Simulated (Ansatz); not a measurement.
A geometry of P away from equilibrium: step 2 of the relaxation of a relaxed P cell, doubled along one cell vector, shaken by Gaussian noise of σ = 0.08 Å a coordinate. The numbers are results of r2SCAN (plane waves to 500 eV, PAW, scalar-relativistic; Ansatz, an electronic-structure program), not measurements. Γ-centred k-mesh 5×10×7 on the run's cell (coarser than for final values), Fermi–Dirac smearing 0.05 eV.

```
P
1.0
   -5.00228     4.93309     2.49286
    2.48260    -2.47994     1.23617
    2.44921     2.42802    -1.27314
P
4
Cartesian
  0.05914   2.41514   0.58693
 -2.51614   4.85550   1.85634
  0.10029  -0.06411  -0.02401
 -2.50209   2.47009   1.29965
```

Q: Predict the force on each atom, in eV/Å.

A: 
```
atom     Fx     Fy     Fz
----  -----  -----  -----
P1     0.24  -0.13   0.10
P2    -0.09   0.03  -0.02
P3     0.05   0.26   0.02
P4    -0.20  -0.16  -0.09
```

Q: What is the pressure?

A: +0.3 GPa, compression positive.

Q: How much energy per atom can still be gained by relaxing?

A: 0.44 eV/atom; the path ends in I2₁3 (No. 199).

No spin polarisation in the result.

The end of the path is a generated cell of P: the first start was made by placing the elements on the sites of a structure type, and the end was not matched to a known phase here, so it may be hypothetical. Known forms of P include space group No. 64.
